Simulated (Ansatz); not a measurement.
# Step by step: Cl, 30 steps of 3.0 fs from 500 K

Computed with DFT, PBE, all-electron LAPW, scalar-relativistic (Ansatz 0.2.0).

Command: `ansatz run input.yaml --threads 2 --pin off --max-ram 6144MiB --backend cpu --events-out ev --progress --plain --runs-dir out` The run took 13 min on 2 threads of Arm Neoverse V1 (shared host), peak memory 0.56 GiB.

```yaml
crystal:
  lattice:
    - [3.145, -2.25, 0.0]
    - [3.145, 2.25, 0.0]
    - [0.0, 0.0, 8.21]
  atoms:
    - { symbol: Cl, position: [0.87, 0.13, 0.1] }
    - { symbol: Cl, position: [0.63, 0.37, 0.6] }
    - { symbol: Cl, position: [0.13, 0.87, 0.9] }
    - { symbol: Cl, position: [0.37, 0.63, 0.4] }
kpoints:
  mp_grid: { grid: [5, 5, 3] }
scf:
  occupations: { method: fermi_dirac, width: 0.08 }
hamiltonian:
  xc: pbe
  pseudopotentials: { kind: all_electron, lapw: { basis_error: 0.001 } }
output:
  forces: true
  stress: true
md:
  timestep: 3.0
  n_steps: 30
  ensemble: nve
  temperature: 500
  initial_velocities: maxwell_boltzmann
  seed: 846741
```

The geometry is COD entry 2310799, unchecked; take it as a test cell.

Each frame lists Cartesian positions (Å) and forces (eV/Å). Free energies count from the first step, -50232.0516 eV.

Step 0 (t = 0.0 fs): E = 0.0 meV, T = 500 K, conserved energy 0.0 meV

```
Cl    3.1450   -1.6650    0.8210     0.000  -0.055   0.080
Cl    3.1450   -0.5850    4.9260     0.000   0.055   0.080
Cl    3.1450    1.6650    7.3890     0.000   0.055  -0.080
Cl    3.1450    0.5850    3.2840     0.000  -0.055  -0.080
```

Step 1 (t = 3.0 fs): E = +1.3 meV, T = 497 K, conserved energy 0.0 meV

```
Cl    3.1637   -1.6605    0.8193    -0.010  -0.158  -0.046
Cl    3.1309   -0.5836    4.9361     0.003   0.149  -0.061
Cl    3.1517    1.6574    7.3830     0.004   0.157   0.050
Cl    3.1336    0.5868    3.2816     0.003  -0.149   0.057
```

Step 2 (t = 6.0 fs): E = +5.8 meV, T = 485 K, conserved energy +0.1 meV

```
Cl    3.1824   -1.6565    0.8175    -0.023  -0.250  -0.158
Cl    3.1168   -0.5818    4.9460     0.007   0.231  -0.187
Cl    3.1585    1.6502    7.3772     0.010   0.249   0.164
Cl    3.1223    0.5881    3.2793     0.005  -0.230   0.180
```

Step 3 (t = 9.0 fs): E = +12.4 meV, T = 469 K, conserved energy +0.2 meV

```
Cl    3.2010   -1.6530    0.8153    -0.036  -0.329  -0.248
Cl    3.1028   -0.5795    4.9554     0.012   0.297  -0.293
Cl    3.1653    1.6436    7.3717     0.017   0.326   0.258
Cl    3.1109    0.5890    3.2775     0.008  -0.295   0.283
```

Step 4 (t = 12.0 fs): E = +19.3 meV, T = 451 K, conserved energy +0.3 meV

```
Cl    3.2196   -1.6504    0.8125    -0.051  -0.389  -0.315
Cl    3.0888   -0.5765    4.9642     0.017   0.344  -0.373
Cl    3.1721    1.6378    7.3669     0.024   0.385   0.327
Cl    3.0996    0.5891    3.2763     0.010  -0.340   0.361
```

Step 5 (t = 15.0 fs): E = +25.0 meV, T = 436 K, conserved energy +0.4 meV

```
Cl    3.2380   -1.6487    0.8090    -0.065  -0.429  -0.355
Cl    3.0748   -0.5726    4.9720     0.021   0.371  -0.426
Cl    3.1789    1.6329    7.3629     0.031   0.423   0.370
Cl    3.0883    0.5883    3.2761     0.012  -0.365   0.411
```

Step 6 (t = 18.0 fs): E = +28.3 meV, T = 428 K, conserved energy +0.4 meV

```
Cl    3.2563   -1.6481    0.8046    -0.078  -0.448  -0.368
Cl    3.0608   -0.5677    4.9788     0.026   0.377  -0.451
Cl    3.1859    1.6291    7.3598     0.038   0.440   0.385
Cl    3.0770    0.5867    3.2768     0.014  -0.370   0.433
```

Step 7 (t = 21.0 fs): E = +28.7 meV, T = 427 K, conserved energy +0.4 meV

```
Cl    3.2743   -1.6485    0.7992    -0.089  -0.445  -0.354
Cl    3.0470   -0.5620    4.9845     0.030   0.362  -0.446
Cl    3.1929    1.6263    7.3577     0.043   0.436   0.374
Cl    3.0658    0.5842    3.2786     0.015  -0.353   0.426
```

Step 8 (t = 24.0 fs):

```
Cl    3.2922   -1.6501    0.7930
Cl    3.0332   -0.5554    4.9891
Cl    3.2001    1.6247    7.3564
Cl    3.0546    0.5808    3.2815
```

Step 9 (t = 27.0 fs): E = +22.6 meV, T = 442 K, conserved energy +0.3 meV

```
Cl    3.3098   -1.6526    0.7861    -0.103  -0.375  -0.246
Cl    3.0194   -0.5480    4.9926     0.036   0.273  -0.348
Cl    3.2074    1.6240    7.3560     0.048   0.363   0.272
Cl    3.0434    0.5766    3.2853     0.019  -0.261   0.322
```

Step 10 (t = 30.0 fs): E = +18.5 meV, T = 453 K, conserved energy +0.1 meV

```
Cl    3.3272   -1.6561    0.7785    -0.106  -0.310  -0.155
Cl    3.0058   -0.5399    4.9954     0.038   0.201  -0.256
Cl    3.2147    1.6242    7.3563     0.046   0.296   0.184
Cl    3.0323    0.5718    3.2899     0.022  -0.188   0.227
```

Step 11 (t = 33.0 fs): E = +16.0 meV, T = 459 K, conserved energy +0.1 meV

```
Cl    3.3443   -1.6604    0.7705    -0.105  -0.227  -0.041
Cl    2.9923   -0.5313    4.9975     0.039   0.114  -0.139
Cl    3.2222    1.6251    7.3570     0.042   0.212   0.074
Cl    3.0212    0.5665    3.2950     0.024  -0.100   0.107
```

Step 12 (t = 36.0 fs): E = +16.3 meV, T = 458 K, conserved energy 0.0 meV

```
Cl    3.3611   -1.6652    0.7625    -0.101  -0.130   0.088
Cl    2.9789   -0.5224    4.9992     0.039   0.017  -0.005
Cl    3.2298    1.6266    7.3578     0.035   0.115  -0.051
Cl    3.0102    0.5610    3.3004     0.027  -0.002  -0.032
```

Step 13 (t = 39.0 fs): E = +20.4 meV, T = 448 K, conserved energy 0.0 meV

```
Cl    3.3777   -1.6703    0.7547    -0.095  -0.028   0.225
Cl    2.9655   -0.5135    5.0010     0.038  -0.083   0.139
Cl    3.2375    1.6283    7.3586     0.026   0.012  -0.184
Cl    2.9993    0.5555    3.3058     0.031   0.099  -0.180
```

Step 14 (t = 42.0 fs): E = +27.6 meV, T = 429 K, conserved energy +0.1 meV

```
Cl    3.3941   -1.6755    0.7474    -0.086   0.073   0.359
Cl    2.9523   -0.5048    5.0031     0.036  -0.178   0.278
Cl    3.2453    1.6301    7.3589     0.015  -0.088  -0.314
Cl    2.9884    0.5502    3.3107     0.035   0.194  -0.323
```

Step 15 (t = 45.0 fs): E = +36.6 meV, T = 406 K, conserved energy +0.3 meV

```
Cl    3.4102   -1.6805    0.7410    -0.077   0.160   0.477
Cl    2.9391   -0.4965    5.0058     0.035  -0.258   0.397
Cl    3.2530    1.6317    7.3584     0.004  -0.177  -0.427
Cl    2.9776    0.5454    3.3148     0.039   0.274  -0.447
```

Step 16 (t = 48.0 fs): E = +45.0 meV, T = 385 K, conserved energy +0.4 meV

```
Cl    3.4262   -1.6852    0.7358    -0.071   0.225   0.565
Cl    2.9260   -0.4889    5.0096     0.034  -0.314   0.480
Cl    3.2608    1.6328    7.3569    -0.006  -0.243  -0.511
Cl    2.9669    0.5413    3.3178     0.043   0.331  -0.535
```

Step 17 (t = 51.0 fs): E = +50.9 meV, T = 370 K, conserved energy +0.5 meV

```
Cl    3.4420   -1.6892    0.7319    -0.067   0.259   0.612
Cl    2.9130   -0.4820    5.0145     0.035  -0.338   0.516
Cl    3.2686    1.6333    7.3541    -0.013  -0.278  -0.553
Cl    2.9564    0.5380    3.3195     0.046   0.357  -0.575
```

Step 18 (t = 54.0 fs): E = +53.0 meV, T = 365 K, conserved energy +0.5 meV

```
Cl    3.4576   -1.6927    0.7296    -0.069   0.257   0.612
Cl    2.9001   -0.4760    5.0207     0.037  -0.329   0.497
Cl    3.2764    1.6331    7.3500    -0.016  -0.277  -0.548
Cl    2.9459    0.5355    3.3197     0.048   0.349  -0.560
```

Step 19 (t = 57.0 fs): E = +51.4 meV, T = 368 K, conserved energy +0.4 meV

```
Cl    3.4731   -1.6955    0.7287    -0.075   0.221   0.565
Cl    2.8873   -0.4708    5.0281     0.041  -0.288   0.425
Cl    3.2841    1.6323    7.3446    -0.014  -0.243  -0.497
Cl    2.9355    0.5339    3.3186     0.049   0.310  -0.493
```

Step 20 (t = 60.0 fs): E = +48.0 meV, T = 377 K, conserved energy +0.2 meV

```
Cl    3.4883   -1.6978    0.7292    -0.088   0.154   0.477
Cl    2.8746   -0.4662    5.0365     0.047  -0.221   0.309
Cl    3.2918    1.6309    7.3379    -0.009  -0.180  -0.404
Cl    2.9253    0.5331    3.3163     0.049   0.246  -0.382
```

Step 21 (t = 63.0 fs): E = +44.7 meV, T = 385 K, conserved energy +0.1 meV

```
Cl    3.5034   -1.6996    0.7309    -0.104   0.067   0.360
Cl    2.8620   -0.4623    5.0457     0.055  -0.138   0.164
Cl    3.2994    1.6290    7.3302     0.001  -0.097  -0.282
Cl    2.9152    0.5329    3.3131     0.048   0.167  -0.242
```

Step 22 (t = 66.0 fs): E = +43.9 meV, T = 387 K, conserved energy 0.0 meV

```
Cl    3.5182   -1.7014    0.7335    -0.123  -0.030   0.227
Cl    2.8495   -0.4586    5.0553     0.064  -0.048   0.006
Cl    3.3071    1.6269    7.3219     0.012  -0.004  -0.144
Cl    2.9052    0.5331    3.3093     0.047   0.081  -0.089
```

Step 23 (t = 69.0 fs): E = +46.4 meV, T = 380 K, conserved energy 0.0 meV

```
Cl    3.5327   -1.7032    0.7367    -0.143  -0.127   0.091
Cl    2.8372   -0.4551    5.0649     0.074   0.040  -0.150
Cl    3.3147    1.6248    7.3131     0.023   0.088  -0.003
Cl    2.8953    0.5334    3.3052     0.046  -0.001   0.063
```

Step 24 (t = 72.0 fs): E = +52.4 meV, T = 365 K, conserved energy +0.1 meV

```
Cl    3.5469   -1.7053    0.7400    -0.161  -0.217  -0.037
Cl    2.8251   -0.4514    5.0742     0.084   0.120  -0.293
Cl    3.3225    1.6229    7.3044     0.033   0.172   0.130
Cl    2.8856    0.5338    3.3014     0.045  -0.075   0.200
```

Step 25 (t = 75.0 fs): E = +60.8 meV, T = 344 K, conserved energy +0.2 meV

```
Cl    3.5606   -1.7079    0.7433    -0.178  -0.292  -0.149
Cl    2.8132   -0.4475    5.0827     0.093   0.185  -0.413
Cl    3.3303    1.6214    7.2960     0.041   0.242   0.247
Cl    2.8759    0.5340    3.2980     0.044  -0.135   0.314
```

Step 26 (t = 78.0 fs): E = +69.9 meV, T = 320 K, conserved energy +0.3 meV

```
Cl    3.5739   -1.7113    0.7462    -0.191  -0.350  -0.239
Cl    2.8015   -0.4431    5.0902     0.101   0.234  -0.505
Cl    3.3382    1.6205    7.2882     0.046   0.294   0.344
Cl    2.8664    0.5339    3.2953     0.045  -0.178   0.400
```

Step 27 (t = 81.0 fs): E = +78.2 meV, T = 299 K, conserved energy +0.4 meV

```
Cl    3.5868   -1.7155    0.7485    -0.200  -0.389  -0.304
Cl    2.7900   -0.4382    5.0965     0.107   0.265  -0.566
Cl    3.3463    1.6204    7.2813     0.047   0.327   0.416
Cl    2.8569    0.5333    3.2937     0.046  -0.204   0.454
```

Step 28 (t = 84.0 fs): E = +84.2 meV, T = 284 K, conserved energy +0.4 meV

```
Cl    3.5992   -1.7207    0.7501    -0.205  -0.407  -0.343
Cl    2.7788   -0.4326    5.1014     0.112   0.277  -0.594
Cl    3.3544    1.6210    7.2753     0.045   0.342   0.463
Cl    2.8476    0.5322    3.2931     0.048  -0.211   0.474
```

Step 29 (t = 87.0 fs): E = +87.1 meV, T = 276 K, conserved energy +0.4 meV

```
Cl    3.6110   -1.7268    0.7509    -0.206  -0.406  -0.353
Cl    2.7679   -0.4263    5.1049     0.114   0.270  -0.588
Cl    3.3627    1.6225    7.2705     0.040   0.337   0.482
Cl    2.8384    0.5306    3.2938     0.051  -0.201   0.460
```

Step 30 (t = 90.0 fs): E = +87.2 meV, T = 276 K, conserved energy +0.4 meV

```
Cl    3.6224   -1.7340    0.7507    -0.201  -0.384  -0.336
Cl    2.7573   -0.4194    5.1069     0.114   0.245  -0.549
Cl    3.3710    1.6248    7.2669     0.031   0.313   0.473
Cl    2.8293    0.5286    3.2955     0.055  -0.174   0.411
```

Question: Give the energy and forces of step 8.

Answer: E = +26.5 meV, T = 433 K, conserved energy +0.4 meV
```
Cl    3.2922   -1.6501    0.7930    -0.098  -0.421  -0.313
Cl    3.0332   -0.5554    4.9891     0.034   0.328  -0.411
Cl    3.2001    1.6247    7.3564     0.047   0.410   0.336
Cl    3.0546    0.5808    3.2815     0.017  -0.317   0.388
```

Question: What is the mean temperature over the last 16 frames?

Answer: 349 K; so short a run of so small a cell isn't equilibrated.
